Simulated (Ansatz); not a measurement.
TiTe$_{2}$:
```xyz
6
Lattice="-2.7537 2.7537 5.5467 2.7537 -2.7537 5.5467 2.7537 2.7537 -5.5467" Properties=species:S:1:pos:R:3 pbc="T T T"
Ti     0.0000     0.0000     5.5467
Ti     2.7537     0.0000     2.7734
Te     0.0000     0.0000     2.7694
Te     0.0000     2.7537     5.5427
Te     0.0000     2.7537     0.0040
Te     0.0000     0.0000     8.3241
```

Relaxed with PBE. Special points in fractions of this cell's reciprocal vectors: Γ (0.000, 0.000, 0.000); X (0.000, 0.000, 0.500); P (0.250, 0.250, 0.250); N (0.000, 0.500, 0.000); M (0.500, 0.500, -0.500); S (0.312, 0.688, -0.312); S0 (-0.312, 0.312, 0.312); R (-0.123, 0.123, 0.500); G (0.500, 0.500, -0.123).

**Question.** List the band energies nearest the Fermi level at these points for DFT-PBE in the program Ansatz with PAW potentials.

**Answer.** In eV from the Fermi level; about four levels below and three above (degenerate sets whole), none deeper than 8.9 eV; points with the same levels are listed once.

| k | below | above |
|---|---|---|
| Γ | -2.56 -1.22 -1.22 -0.45 | 0.29 0.29 0.30 |
| X | -2.50 -2.50 -1.74 -1.74 | 0.24 0.24 0.74 0.74 |
| P | -2.54 -2.54 -1.50 -1.50 | 0.08 0.08 1.08 1.08 |
| N | -1.84 -1.56 -0.77 -0.25 | 0.12 0.72 0.79 |
| M | -0.66 -0.66 -0.08 -0.08 | 0.37 0.37 0.76 0.76 |
| S | -1.12 -1.01 -0.93 -0.16 | 0.68 0.78 1.05 |
| R | -1.74 -1.74 -0.02 -0.02 | 0.65 0.65 1.12 1.12 |

Space group I4_1/amd (anatase). A made-up cell: these elements were put on the sites of a structure type; neither database checked (COD, Materials Project) lists it. COD files the formula under space group No. 164, so this cell is another polymorph or a model. Its standing as an ambient phase is unchecked. Symmetry was held in the PBE relaxation; its stability against distortions is not shown here. The run is not spin-polarised. Spin–orbit coupling is left out wherever it is not named.

Potentials: the later of the program's two PAW sets.
